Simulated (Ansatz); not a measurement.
AlN:
```
CELL_PARAMETERS angstrom
      3.12080     0.00000     0.00000
     -1.56040     2.70269     0.00000
      0.00000     0.00000    10.11172
ATOMIC_POSITIONS crystal
  Al 0.00000 0.00000 0.00141
  Al 0.00000 0.00000 0.50141
  Al 0.66667 0.33333 0.75033
  Al 0.33333 0.66667 0.25033
  N  0.00000 0.00000 0.81194
  N  0.00000 0.00000 0.31194
  N  0.66667 0.33333 0.56195
  N  0.33333 0.66667 0.06195
```

Relaxed with PBE.

Task: Give the Bader charges and basin volumes of the independent atoms, DFT-PBE in the program Ansatz with PAW potentials.

Result: 

```
atom  Bader charge (e)  Bader volume (Å³)
----  ----------------  -----------------
Al1              +2.43                4.0
Al3              +2.42                4.1
N5               -2.43               17.3
N7               -2.43               17.2
```

Space group P6_3mc. The cell is a constructed one: a structure type filled with these elements. Its sites differ from those of the usual phase in this space group: another stacking or structure type. Symmetry was held in the PBE relaxation; its stability against distortions is not shown here.

Potentials: the later of the program's two PAW sets.
